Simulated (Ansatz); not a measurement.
Total density of states per atom from PBE (plane waves, PAW; program Ansatz), in 0.25 eV bins, energy from the valence-band maximum:

(E (eV), states/eV/atom): (-7.85, 0.00); (-7.60, 0.00); (-7.35, 0.00); (-7.10, 0.00); (-6.85, 0.00); (-6.60, 0.00); (-6.35, 0.00); (-6.10, 0.00); (-5.85, 0.00); (-5.60, 0.00); (-5.35, 0.07); (-5.10, 0.53); (-4.85, 1.35); (-4.60, 0.51); (-4.35, 0.33); (-4.10, 0.24); (-3.85, 0.19); (-3.60, 0.15); (-3.35, 0.23); (-3.10, 0.64); (-2.85, 0.56); (-2.60, 0.55); (-2.35, 0.64); (-2.10, 0.83); (-1.85, 0.90); (-1.60, 0.88); (-1.35, 0.84); (-1.10, 0.84); (-0.85, 0.81); (-0.60, 0.50); (-0.35, 0.31); (-0.10, 0.11); (0.15, 0.00); (0.40, 0.00); (0.65, 0.00); (0.90, 0.00); (1.15, 0.00); (1.40, 0.00); (1.65, 0.01); (1.90, 0.06); (2.15, 0.11); (2.40, 0.17); (2.65, 0.25); (2.90, 0.39); (3.15, 0.59); (3.40, 0.90); (3.65, 1.00); (3.90, 0.83); (4.15, 0.31); (4.40, 0.33); (4.65, 0.93); (4.90, 1.25); (5.15, 0.73); (5.40, 0.68); (5.65, 0.82); (5.90, 0.72); (6.15, 0.62); (6.40, 0.69)

**Question.** Which compound is it?
A) CdS, zinc blende
B) AlP, zinc blende
C) Ag, fcc (Cu type)
D) SiC, wurtzite

**Answer.** B, AlP, zinc blende. Top 1 eV of the valence band: P 3p 80 %, Al 3p 17 %. Bottom 1 eV of the conduction band: Al 3p 52 %, P 3s 17 %, P 3p 9 %, Al 3s 8 %, outside the projected shells 14 %. Projections are on Löwdin-orthogonalised atomic valence shells; empty p or d shells of many metals are not among them.

Space group F-43m (zinc blende). The PBE relaxation kept the symmetry of its start; phonons on a q-mesh show no instability.

Potentials: the later of the program's two PAW sets.
